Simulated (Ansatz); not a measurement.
Cell and atoms are relaxed with the symmetry kept. Start:

```xyz
5
Lattice="4.9997 0.0000 0.0000 0.0000 4.9997 0.0000 0.0000 0.0000 4.9997" Properties=species:S:1:pos:R:3 pbc="T T T"
Rb    0.0000    0.0000    0.0000
Pd    2.4998    2.4998    2.4998
Cl    0.0000    2.4998    2.4998
Cl    2.4998    0.0000    2.4998
Cl    2.4998    2.4998    0.0000
```

The calculation used DFT PBEsol, scalar-relativistic, plane waves, PAW in Ansatz.

Plane waves to 420 eV, a k mesh through Γ of 8×8×8 on the computed 5-atom cell and Gaussian smearing (0.10 eV); no spin polarisation.

Q: What does it relax to?

A: The volume falls by 1.64 Å³/atom to 23.36 Å³/atom, and the energy falls by 15.8 meV/atom. Final structure:
```cif
data_structure
_symmetry_space_group_name_H-M 'Pm-3m'
_symmetry_Int_Tables_number 221
_cell_length_a 4.8882
_cell_length_b 4.8882
_cell_length_c 4.8882
_cell_angle_alpha 90.000
_cell_angle_beta 90.000
_cell_angle_gamma 90.000
_cell_volume 116.80
loop_
_atom_site_label
_atom_site_type_symbol
_atom_site_symmetry_multiplicity
_atom_site_Wyckoff_symbol
_atom_site_fract_x
_atom_site_fract_y
_atom_site_fract_z
_atom_site_occupancy
Rb1 Rb 1 a 0.00000 0.00000 0.00000 1
Pd1 Pd 1 b 0.50000 0.50000 0.50000 1
Cl1 Cl 3 c 0.00000 0.50000 0.50000 1
```

Symmetry holds off the tilts and polar distortions that many cubic perovskites undergo.

Cost: 1 run of about 0.65 core-minutes, on Arm Neoverse V2 (shared hosts).